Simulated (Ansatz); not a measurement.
Method: Ansatz 0.2.0, DFT PBEsol, scalar-relativistic, plane waves, PAW.

Plane waves to 420 eV, a k mesh through Γ of 18×18×6 on the computed 4-atom cell and Gaussian smearing (0.10 eV); no spin polarisation.

Structure with the computed forces (eV/Å) in the last three columns:

```xyz
4
Lattice="2.8528 0.0000 0.0000 -1.4264 2.4706 0.0000 0.0000 0.0000 9.5443" Properties=species:S:1:pos:R:3:forces:R:3 pbc="T T T" pressure_GPa=1.25
Ti    1.4264    0.8235    0.0000    0.0000    0.0000    0.0000
Ti    0.0000    1.6470    7.3833    0.0000    0.0000   -1.5360
Ti    0.0000    1.6470    2.1610    0.0000    0.0000    1.5360
Al    1.4264    0.8235    4.7722    0.0000    0.0000    0.0000
```

Stress tensor (GPa, compression positive):

```
 4.27  0.00  0.00
 0.00  4.27  0.00
 0.00  0.00 -4.78
```